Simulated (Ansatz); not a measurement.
ScB: computed property card

ScB:
```
ScB
1.0
    0.00000     2.44362     2.44362
    2.44362     0.00000     2.44362
    2.44362     2.44362     0.00000
B Sc
1 1
Direct
  0.00000   0.00000   0.00000
  0.50000   0.50000   0.50000
```

Space group Fm-3m (No. 225), rock salt; conventional cell a = 4.8872 Å, b = 4.8872 Å, c = 4.8872 Å, α = 90.00°, β = 90.00°, γ = 90.00°.

Method: PBEsol (plane waves, PAW; program Ansatz). The cell and atoms are relaxed at this level. Other levels are named where they apply.

### Cell and energy

```json
{
 "volume_per_atom": "14.59 Å³",
 "density": "3.17 g/cm³",
 "Formation energy from the elements (no fitted shifts)": "0.21 eV/atom"
}
```

### Electronic structure

```json
{
 "electronic_character": "metallic (no gap)",
 "Density of states at the Fermi level": "1.8 states/eV per atom (mean over ±0.08 eV)"
}
```

### Mechanics

```json
{
  "Bulk modulus (Birch–Murnaghan fit)": "112 GPa",
  "Pressure derivative B′": "3.8",
  "Elastic constants (relaxed ions, GPa)": "C11 = 261, C12 = 37.9, C44 = -48.4",
  "mechanical_stability": "unstable (C has a negative eigenvalue)"
}
```

### Phonons

```json
{
  "highest_zone_centre_frequency": "418 cm⁻¹",
  "zone_centre_stability": "no imaginary mode at Γ"
}
```

The cell is a constructed one: a structure type filled with these elements; neither database checked (COD, Materials Project) lists it. Whether it is the stable phase at ambient conditions was not checked. The PBEsol relaxation kept the symmetry of its start. The run is not spin-polarised. As this level gives no gap, shear constants depend on the k-mesh and smearing (Fermi–Dirac, 0.1 eV here). As this level gives no gap, phonon frequencies hold no LO–TO term and depend on the k-mesh and smearing (Fermi–Dirac, 0.1 eV here). The references are the lowest solids computed at this level, not always the standard phases.

Potentials: the earlier of the program's two PAW sets. The files were generated under PBE; for other functionals the program regenerates the frozen cores, and for LDA and PBEsol the local potential too.
